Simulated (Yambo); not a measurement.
A G0W0@PBEsol run in Yambo for KLuO2 (space group R-3m, No. 166) under isotropic strain of -3 % on all lattice vectors (4×4×4 Γ-centred k mesh, bands 2 to 122 and a 8 Ry block in the screening, 122 bands in G with the Bruneval-Gonze terminator, plasmon pole fitted at 27.2 eV) gives these matrix elements, in eV, at the band edges (Γ → F):

| state | E0 | <Vxc> | <Σx> | <Σc(E0)> | Z |
|---|---|---|---|---|---|
| valence edge | 0.000 | -25.320 | -29.212 | 4.375 | 0.804 |
| conduction edge | 3.412 | -11.829 | -7.411 | -3.380 | 0.855 |

Solve the linearised quasiparticle equation for both states, give the gap, and say how exchange and correlation each act on it.

E = E0 + Z(Σx + Σc − Vxc). Valence: 0.000 + 0.804 × (-29.212 + (4.375) − (-25.320)) = 0.39 eV. Conduction: 3.412 + 0.855 × (-7.411 + (-3.380) − (-11.829)) = 4.30 eV. The gap is 3.91 eV, against 3.41 eV in PBEsol. Replacing Vxc by bare exchange alone would open it by 8.31 eV; correlation takes back 7.75 eV of that, and Z scales what is left. Convergence of the G0W0 settings was not tested. The 4f states are in the valence at their DFT position.

Geometry strained from the cell relaxed with PBEsol, atoms relaxed again; primitive cell a = b = c = 6.2378 Å, α = β = γ = 30.23°.

The structure is a Materials Project entry; no match was found in the copy of COD used, and its stability was not checked.
